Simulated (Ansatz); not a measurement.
BN in space group P6_3mc (No. 186; B on 2a, B on 2b, N on 2a, N on 2b), PBE in the plane-wave PAW code Ansatz. The conduction-band minimum lies at M, with 3 equivalent valleys. Second derivatives d²E/dk² of the lowest band at one valley (eV·Å²), along Cartesian directions:

```json
[
 {"direction": "[100]", "d²E/dk²": "21.05"},
 {"direction": "[010]", "d²E/dk²": "9.467"},
 {"direction": "[001]", "d²E/dk²": "15.00"},
 {"direction": "[110]", "d²E/dk²": "15.26"},
 {"direction": "[101]", "d²E/dk²": "18.03"},
 {"direction": "[011]", "d²E/dk²": "12.23"}
]
```

Find the principal effective masses, the density-of-states mass and the conductivity mass.

Off-diagonal terms follow from H_xy = H[110] − (H_xx + H_yy)/2, and m*/mₑ = 7.620 eV·Å² over each eigenvalue: 0.36, 0.51, 0.80. One valley's DOS mass (m₁m₂m₃)^(1/3) = 0.53, conductivity mass 3/(Σ 1/mᵢ) = 0.50 mₑ.

What effective density of states Nc follows at 300 K for parabolic valleys?

Nc = 2.509e19 × 3 × (0.53)^(3/2) ≈ 2.9e19 cm⁻³.

With the computed static dielectric constant 6.94 (mean of the diagonal), estimate a hydrogenic donor's binding energy and radius.

E = 13.606 eV × 0.50/6.94² ≈ 140 meV; a = 0.529 Å × ε/m* ≈ 7.3 Å. Semilocal masses tend to be too small where the gap is.

The cell is a constructed one: a structure type filled with these elements. Its sites differ from those of the usual phase in this space group: another stacking or structure type. The PBE relaxation kept the symmetry of its start; phonons on a q-mesh show no instability.

Potentials: the later of the program's two PAW sets.
